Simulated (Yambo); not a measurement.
NaTaO₃ (space group P4/mbm, No. 127), G0W0@LDA in Yambo; all else as in the reference (2×2×4 Γ-centred k mesh, bands 5 to 189 and a 7 Ry block in the screening, 189 bands in G with the Bruneval-Gonze terminator, plasmon pole fitted at 27.2 eV). One parameter is varied: the cutoff of the wavefunctions in Yambo, over 10, 20, 30, 50, 88 Ry.

From which value on does the gap Z → Γ stay within 0.05 eV of the largest setting?

From 20 Ry on.
```json
[
 {"cutoff of the wavefunctions in Yambo (Ry)": "10", "G0W0 gap (eV)": "3.91", "valence shift (eV)": "-0.11"},
 {"cutoff of the wavefunctions in Yambo (Ry)": "20", "G0W0 gap (eV)": "3.98", "valence shift (eV)": "-0.38"},
 {"cutoff of the wavefunctions in Yambo (Ry)": "30", "G0W0 gap (eV)": "4.00", "valence shift (eV)": "-0.44"},
 {"cutoff of the wavefunctions in Yambo (Ry)": "50", "G0W0 gap (eV)": "4.00", "valence shift (eV)": "-0.45"},
 {"cutoff of the wavefunctions in Yambo (Ry)": "88", "G0W0 gap (eV)": "4.01", "valence shift (eV)": "-0.45"}
]
```
The last step of the sweep still moves the gap by 3 meV; the other settings are held fixed.

Spin-orbit coupling is not included.

Geometry of the Materials Project entry, not relaxed at this level; primitive cell a = b = 5.4771 Å, c = 3.9591 Å, α = β = γ = 90.00°.

This is not the ordinary phase of the substance.

A shift is the quasiparticle energy of the state minus its LDA energy.
